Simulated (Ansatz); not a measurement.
# Kick test of a cell of B3As5

The cell was found from a proposed guess, not taken from experiment.

Method: DFT PBE, scalar-relativistic, plane waves, PAW (Ansatz 0.2.0). Cutoff 420 eV; k points 12×12×4 on the computed 8-atom cell (Γ-centred); Gaussian smearing, width 0.10 eV; no spin polarisation.

The cell below (8 atoms, space group P3m1 (No. 156)) is relaxed within its symmetry.

```yaml
crystal:
  lattice:
    - [3.45363, 0.00000, 0.00000]
    - [-1.72682, 2.99093, 0.00000]
    - [0.00000, 0.00000, 12.37943]
  atoms:
    - { symbol: B, position: [0.00000, 0.00000, 0.47900] }
    - { symbol: B, position: [0.33333, 0.66667, 0.03154] }
    - { symbol: B, position: [0.66667, 0.33333, 0.25539] }
    - { symbol: As, position: [0.66667, 0.33333, 0.42439] }
    - { symbol: As, position: [0.00000, 0.00000, 0.97517] }
    - { symbol: As, position: [0.33333, 0.66667, 0.20038] }
    - { symbol: As, position: [0.00000, 0.00000, 0.64860] }
    - { symbol: As, position: [0.33333, 0.66667, 0.76704] }
```

For the test it was strained at random (σ = 1.5 % a component), the atoms were moved at random (σ = 0.10 Å), and all was relaxed again on a coarse 6×6×2 mesh (in the run’s order of axes) with 0.20 eV smearing, with no symmetry imposed.

Weakly bound directions are ill-defined at this level, which has no dispersion term.

Problem. Does it come back?

Solution. It returns, within 1 meV/atom of the unmoved cell on that mesh and with the same symmetry when read at 0.1 Å. So it is stable against the distortions that fit this cell and that this random move excites. Modes that don't fit the cell aren't tested.
